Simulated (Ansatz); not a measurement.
Input:

TiSiB:
```xyz
6
Lattice="1.6490 -6.5999 0.0000 1.6490 6.5999 0.0000 0.0000 0.0000 3.0550" Properties=species:S:1:pos:R:3 pbc="T T T"
Si     1.6490    -2.6645     0.7638
Si     1.6490     2.6645     2.2913
B      1.6490     0.4168     2.2913
B      1.6490    -0.4168     0.7638
Ti     1.6490     5.3604     2.2913
Ti     1.6490    -5.3604     0.7638
```

This is the r²SCAN-relaxed structure.

Problem. All from r²SCAN (plane waves, PAW; program Ansatz), unless another level is named. Estimate the electronic character.

Solution. metallic (no gap).

Problem. And the formation energy from the elements (no fitted shifts)?

Solution. -65 kJ/mol-atom.

Problem. Give the density of states at the Fermi level.

Solution. 0.37 states/eV per atom (mean over ±0.08 eV).

Space group Cmcm. The start of the workflow was typed in or built on a structure type; neither database checked (COD, Materials Project) lists it. Its standing as an ambient phase is unchecked. The r²SCAN relaxation kept the symmetry of its start; its stability against distortions is not shown here. No spin polarisation was allowed. The references are the lowest solids computed at this level, not always the standard phases.

Potentials: the later of the program's two PAW sets.
